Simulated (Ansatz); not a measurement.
**Be₂ZnTe₃ (I-4m2) at 3 levels of theory**

One geometry, relaxed with PBE; plane waves with PAW potentials in Ansatz, scalar-relativistic. No spin polarisation. Gaps are the least over mesh and band path; pressure is positive in compression.

```cif
data_structure
_symmetry_space_group_name_H-M 'P 1'
_symmetry_Int_Tables_number 1
_cell_length_a 9.2835
_cell_length_b 9.2835
_cell_length_c 9.2835
_cell_angle_alpha 154.409
_cell_angle_beta 154.409
_cell_angle_gamma 36.505
_cell_volume 149.07
loop_
_atom_site_label
_atom_site_type_symbol
_atom_site_fract_x
_atom_site_fract_y
_atom_site_fract_z
_atom_site_occupancy
Be1 Be 0.67120 0.67120 0.00000 1
Be2 Be 0.32880 0.32880 0.00000 1
Zn1 Zn 0.00000 0.00000 0.00000 1
Te1 Te 0.59356 0.09356 0.50000 1
Te2 Te 0.25000 0.75000 0.50000 1
Te3 Te 0.90644 0.40644 0.50000 1
```

| level | cutoff (eV) | k mesh | gap (eV) | pressure (GPa) |
| --- | --- | --- | --- | --- |
| PBE | 420 | 10×10×10 | 1.99 | 0.0 |

Task: What comes out on the same cell with r2SCAN, LDA?

Result:
```tsv
level	cutoff (eV)	k mesh	gap (eV)	pressure (GPa)
r2SCAN	500	10×10×10	2.36	-0.7
LDA	420	10×10×10	1.90	-3.6
```

Spin-orbit coupling matters for the bands of heavy elements and is left out.

It was reached by relaxing an invented guess, and it needn't be the stable form of this composition.
